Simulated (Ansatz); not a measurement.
Be (bcc (W type), space group No. 229) under volume change, the program Ansatz at the PBEsol level (PAW), scaled uniformly.

```csv
V (Å³/atom),E − E(relaxed) (meV/atom),P (GPa)
7.047,28.2,13.84
7.279,12.0,8.61
7.512,2.9,4.04
7.744,0.0,0.02
7.976,2.6,-3.50
8.209,10.0,-6.60
8.441,21.5,-9.33
```

What does a third-order Birch–Murnaghan fit give for V₀, B₀ and B′?

V₀ = 7.75 Å³/atom, B₀ = 125 GPa, B′ = 3.3.

Space group Im-3m (bcc (W type)). The first step of the workflow began from a Materials Project structure, measured or hypothetical; the Crystallography Open Database copy checked does not list it. It is not the phase usual at ambient conditions (space group No. 194). The PBEsol relaxation kept the symmetry of its start; its stability against distortions is not shown here.

Potentials: the later of the program's two PAW sets.
